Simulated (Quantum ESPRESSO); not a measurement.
# Al2SiZnN4: one run as intended and one with a planted mistake

Computed values, not a measurement. The program is pw.x of Quantum ESPRESSO 7.5 (plane-wave density functional theory). The cell is made up: 8 atoms on a zincblende/diamond lattice, with randomly drawn elements, strain and displacements, not relaxed. PseudoDojo standard norm-conserving files (v0.5 for PBE, v0.4.1 for LDA and PBEsol) set the functional; there is no spin polarisation, spin-orbit coupling or dispersion term, and the masses in the input are unused placeholders.

Intended input:

```
&control calculation='scf', pseudo_dir='./dojo.nc.sr.pbe.v0_5.standard.upf', outdir='./o', disk_io='low', tprnfor=.true., tstress=.true. /
&system ibrav=0, nat=8, ntyp=4, nbnd=31, ecutwfc=84.00895049, nosym=.true., tot_charge=0,
 occupations='smearing', smearing='fd', degauss=0.0018374661
/
&electrons conv_thr=7.350e-09, electron_maxstep=60, /
ATOMIC_SPECIES
Al 1.0 Al.upf
N 1.0 N.upf
Si 1.0 Si.upf
Zn 1.0 Zn.upf
CELL_PARAMETERS angstrom
4.2653 -0.0642 0.015
-0.0642 4.439 0.0114
0.015 0.0114 4.3762
ATOMIC_POSITIONS angstrom
Al 0.0473 -0.066 0.0349
Si -0.076 2.0946 2.1859
Zn 2.1 0.0599 2.294
Al 2.1783 2.1073 0.0552
N 1.0275 1.2059 1.1312
N 1.1973 3.3741 3.3544
N 3.3171 1.1832 3.1656
N 3.0045 3.229 1.1061
K_POINTS automatic
4 4 4 1 1 1
```

The log is shortened where brackets say so; the opening notice, blank lines, dates and the lines on written files are dropped, and the path of the files is cut. It prints rydbergs, bohrs and kilobars, and counts compression as positive stress.

Log of the intended run:

```
     Program PWSCF v.7.5
     Parallel version (MPI & OpenMP), running on       4 processor cores
     Number of MPI processes:                 4
     Threads/MPI process:                     1
     [start-up lines left out]
     bravais-lattice index     =            0
     lattice parameter (alat)  =       8.0612  a.u.
     unit-cell volume          =     559.0179 (a.u.)^3
     number of atoms/cell      =            8
     number of atomic types    =            4
     number of electrons       =        50.00
     number of Kohn-Sham states=           31
     kinetic-energy cutoff     =      84.0090  Ry
     charge density cutoff     =     336.0358  Ry
     scf convergence threshold =      7.3E-09
     mixing beta               =       0.7000
     number of iterations used =            8  plain     mixing
     Exchange-correlation= PBE
                           (   1   4   3   4   0   0   0)
     [axes and pseudopotential details left out]
   Cartesian axes
     site n.     atom                  positions (alat units)
         1        Al     tau(   1) = (   0.0110882  -0.0154719   0.0081813  )
         2        Si     tau(   2) = (  -0.0178161   0.4910205   0.5124233  )
         3        Zn     tau(   3) = (   0.4922864   0.0140419   0.5377643  )
         4        Al     tau(   4) = (   0.5106416   0.4939977   0.0129401  )
         5        N      tau(   5) = (   0.2408687   0.2826896   0.2651783  )
         6        N      tau(   6) = (   0.2806736   0.7909636   0.7863455  )
         7        N      tau(   7) = (   0.7776015   0.2773682   0.7420866  )
         8        N      tau(   8) = (   0.7043212   0.7569489   0.2592943  )
     number of k points=    32  Fermi-Dirac smearing, width (Ry)=  0.0018
                       cart. coord. in units 2pi/alat
        k(    1) = (   0.1264200   0.1216404   0.1210967), wk =   0.0625000
        k(    2) = (   0.1255533   0.1210020   0.3647950), wk =   0.0625000
     [further k points left out]
     Dense  grid:    58141 G-vectors     FFT dimensions: (  48,  50,  50)
     Estimated max dynamical RAM per process >     100.08 MB
     Estimated total dynamical RAM >     357.75 MB
     Initial potential from superposition of free atoms
     starting charge      49.9943, renormalised to      50.0000
     Starting wfcs are   38 randomized atomic wfcs
     total cpu time spent up to now is        1.4 secs
     per-process dynamical memory:    71.5 Mb
     Self-consistent Calculation
     iteration #  1     ecut=    84.01 Ry     beta= 0.70
     Davidson diagonalization with overlap
     ethr =  1.00E-02,  avg # of iterations =  3.4
     total cpu time spent up to now is        3.2 secs
     total energy              =    -518.13293798 Ry
     estimated scf accuracy    <       2.42509562 Ry
     iteration #  2     ecut=    84.01 Ry     beta= 0.70
     Davidson diagonalization with overlap
     ethr =  4.85E-03,  avg # of iterations =  2.0
     total cpu time spent up to now is        4.8 secs
     total energy              =    -518.86216876 Ry
     estimated scf accuracy    <       1.92350365 Ry
     [iterations 3 to 10 left out]
     iteration # 11     ecut=    84.01 Ry     beta= 0.70
     Davidson diagonalization with overlap
     ethr =  1.04E-10,  avg # of iterations =  3.1
     total cpu time spent up to now is       18.8 secs
     total energy              =    -519.19733418 Ry
     estimated scf accuracy    <          9.2E-09 Ry
     iteration # 12     ecut=    84.01 Ry     beta= 0.70
     Davidson diagonalization with overlap
     ethr =  1.83E-11,  avg # of iterations =  2.0
     total cpu time spent up to now is       20.2 secs
     End of self-consistent calculation
     [lines on levels left out]
!    total energy              =    -519.19733418 Ry
     estimated scf accuracy    <          1.8E-09 Ry
     smearing contrib. (-TS)   =      -0.00000000 Ry
     internal energy E=F+TS    =    -519.19733418 Ry
     The total energy is F=E-TS. E is the sum of the following terms:
     one-electron contribution =    -401.42067183 Ry
     hartree contribution      =     225.66553830 Ry
     xc contribution           =     -77.65353529 Ry
     ewald contribution        =    -265.78866536 Ry
     convergence has been achieved in  12 iterations
     Forces acting on atoms (cartesian axes, Ry/au):
     atom    1 type  1   force =    -0.00905640   -0.00554142   -0.00541024
     atom    2 type  3   force =     0.15349322    0.23676498   -0.14195486
     atom    3 type  4   force =     0.03601037    0.01222656   -0.09751585
     atom    4 type  1   force =    -0.04620192    0.03108040   -0.09027050
     atom    5 type  2   force =    -0.08984829   -0.01806561   -0.01717755
     atom    6 type  2   force =    -0.17500669   -0.16042603    0.06600820
     atom    7 type  2   force =    -0.06130036   -0.10285532    0.23404327
     atom    8 type  2   force =     0.19191007    0.00681644    0.05227753
     Total force =     0.547954     Total SCF correction =     0.000096
     Computing stress (Cartesian axis) and pressure
          total   stress  (Ry/bohr**3)                   (kbar)     P=      138.66
   0.00096354   0.00121135  -0.00057796          141.74      178.20      -85.02
   0.00121135   0.00084426  -0.00050720          178.20      124.19      -74.61
  -0.00057796  -0.00050720   0.00102004          -85.02      -74.61      150.05
     init_run     :      1.29s CPU      1.34s WALL (       1 calls)
     electrons    :     18.67s CPU     18.75s WALL (       1 calls)
     forces       :      0.30s CPU      0.30s WALL (       1 calls)
     stress       :      0.98s CPU      0.99s WALL (       1 calls)
     [timing details left out]
     PWSCF        :     21.35s CPU     21.51s WALL
     JOB DONE.
```

A second run has one planted mistake: the cell and the positions are scaled by a wrong factor. The input lines that differ, file-writing options aside:

```
- 4.2653 -0.0642 0.015
+ 4.2308 -0.0637 0.0149
- -0.0642 4.439 0.0114
+ -0.0637 4.403 0.0113
- 0.015 0.0114 4.3762
+ 0.0149 0.0113 4.3408
- Al 0.0473 -0.066 0.0349
+ Al 0.0469 -0.0655 0.0346
- Si -0.076 2.0946 2.1859
+ Si -0.0754 2.0776 2.1682
- Zn 2.1 0.0599 2.294
+ Zn 2.083 0.0594 2.2754
- Al 2.1783 2.1073 0.0552
+ Al 2.1607 2.0902 0.0548
- N 1.0275 1.2059 1.1312
+ N 1.0192 1.1961 1.122
- N 1.1973 3.3741 3.3544
+ N 1.1876 3.3468 3.3272
- N 3.3171 1.1832 3.1656
+ N 3.2902 1.1736 3.14
- N 3.0045 3.229 1.1061
+ N 2.9802 3.2028 1.0971
```

Its log:

```
     Program PWSCF v.7.5
     Parallel version (MPI & OpenMP), running on       4 processor cores
     Number of MPI processes:                 4
     Threads/MPI process:                     1
     [start-up lines left out]
     bravais-lattice index     =            0
     lattice parameter (alat)  =       7.9960  a.u.
     unit-cell volume          =     545.5502 (a.u.)^3
     number of atoms/cell      =            8
     number of atomic types    =            4
     number of electrons       =        50.00
     number of Kohn-Sham states=           31
     kinetic-energy cutoff     =      84.0090  Ry
     charge density cutoff     =     336.0358  Ry
     scf convergence threshold =      7.3E-09
     mixing beta               =       0.7000
     number of iterations used =            8  plain     mixing
     Exchange-correlation= PBE
                           (   1   4   3   4   0   0   0)
     [axes and pseudopotential details left out]
   Cartesian axes
     site n.     atom                  positions (alat units)
         1        Al     tau(   1) = (   0.0110840  -0.0154799   0.0081771  )
         2        Si     tau(   2) = (  -0.0178196   0.4910068   0.5124187  )
         3        Zn     tau(   3) = (   0.4922830   0.0140382   0.5377536  )
         4        Al     tau(   4) = (   0.5106462   0.4939846   0.0129511  )
         5        N      tau(   5) = (   0.2408713   0.2826787   0.2651664  )
         6        N      tau(   6) = (   0.2806699   0.7909615   0.7863294  )
         7        N      tau(   7) = (   0.7775850   0.2773612   0.7420877  )
         8        N      tau(   8) = (   0.7043216   0.7569295   0.2592817  )
     number of k points=    32  Fermi-Dirac smearing, width (Ry)=  0.0018
                       cart. coord. in units 2pi/alat
        k(    1) = (   0.1264200   0.1216438   0.1210963), wk =   0.0625000
        k(    2) = (   0.1255521   0.1210058   0.3647949), wk =   0.0625000
     [further k points left out]
     Dense  grid:    56769 G-vectors     FFT dimensions: (  48,  50,  48)
     Estimated max dynamical RAM per process >      97.70 MB
     Estimated total dynamical RAM >     349.24 MB
     Initial potential from superposition of free atoms
     starting charge      49.9943, renormalised to      50.0000
     Starting wfcs are   38 randomized atomic wfcs
     total cpu time spent up to now is        1.5 secs
     per-process dynamical memory:    69.9 Mb
     Self-consistent Calculation
     iteration #  1     ecut=    84.01 Ry     beta= 0.70
     Davidson diagonalization with overlap
     ethr =  1.00E-02,  avg # of iterations =  3.4
     total cpu time spent up to now is        3.2 secs
     total energy              =    -518.11494652 Ry
     estimated scf accuracy    <       2.45097803 Ry
     iteration #  2     ecut=    84.01 Ry     beta= 0.70
     Davidson diagonalization with overlap
     ethr =  4.90E-03,  avg # of iterations =  2.0
     total cpu time spent up to now is        4.7 secs
     total energy              =    -518.85773520 Ry
     estimated scf accuracy    <       1.85196409 Ry
     [iterations 3 to 10 left out]
     iteration # 11     ecut=    84.01 Ry     beta= 0.70
     Davidson diagonalization with overlap
     ethr =  8.50E-11,  avg # of iterations =  3.5
     total cpu time spent up to now is       18.6 secs
     total energy              =    -519.18188383 Ry
     estimated scf accuracy    <          9.6E-09 Ry
     iteration # 12     ecut=    84.01 Ry     beta= 0.70
     Davidson diagonalization with overlap
     ethr =  1.92E-11,  avg # of iterations =  2.0
     total cpu time spent up to now is       20.0 secs
     End of self-consistent calculation
     [lines on levels left out]
!    total energy              =    -519.18188383 Ry
     estimated scf accuracy    <          2.1E-09 Ry
     smearing contrib. (-TS)   =      -0.00000000 Ry
     internal energy E=F+TS    =    -519.18188383 Ry
     The total energy is F=E-TS. E is the sum of the following terms:
     one-electron contribution =    -397.95076210 Ry
     hartree contribution      =     224.51226016 Ry
     xc contribution           =     -77.78706814 Ry
     ewald contribution        =    -267.95631375 Ry
     convergence has been achieved in  12 iterations
     Forces acting on atoms (cartesian axes, Ry/au):
     atom    1 type  1   force =    -0.01154689   -0.00421330   -0.00592820
     atom    2 type  3   force =     0.16419107    0.25513889   -0.15148840
     atom    3 type  4   force =     0.03883307    0.01553579   -0.10470796
     atom    4 type  1   force =    -0.04758726    0.02706838   -0.09786686
     atom    5 type  2   force =    -0.09257207   -0.02007636   -0.01867311
     atom    6 type  2   force =    -0.18364919   -0.17138964    0.06881539
     atom    7 type  2   force =    -0.06728106   -0.11236832    0.25121768
     atom    8 type  2   force =     0.19961233    0.01030456    0.05863146
     Total force =     0.584199     Total SCF correction =     0.000107
     Computing stress (Cartesian axis) and pressure
          total   stress  (Ry/bohr**3)                   (kbar)     P=      199.00
   0.00136235   0.00131719  -0.00067377          200.41      193.77      -99.11
   0.00131719   0.00125269  -0.00055425          193.77      184.28      -81.53
  -0.00067377  -0.00055425   0.00144334          -99.11      -81.53      212.32
     init_run     :      1.37s CPU      1.42s WALL (       1 calls)
     electrons    :     18.44s CPU     18.53s WALL (       1 calls)
     forces       :      0.29s CPU      0.29s WALL (       1 calls)
     stress       :      0.95s CPU      0.95s WALL (       1 calls)
     [timing details left out]
     PWSCF        :     21.10s CPU     21.27s WALL
     JOB DONE.
```

```
                                            intended run  run with the mistake
                          free energy (eV)     -7064.040             -7063.829
                    smearing term -TS (eV)        0.0000                0.0000
                            pressure (GPa)         13.87                 19.90
            largest force component (eV/Å)         6.087                 6.560
largest change of a force component (eV/Å)                               0.472
                                iterations            12                    12
```

For scale, a rerun of the intended cell at 1437 eV and a 6 x 6 x 6 mesh moved values by no more than 0.003 eV in energy, 0.02 GPa in stress and 0.002 eV/Å in force.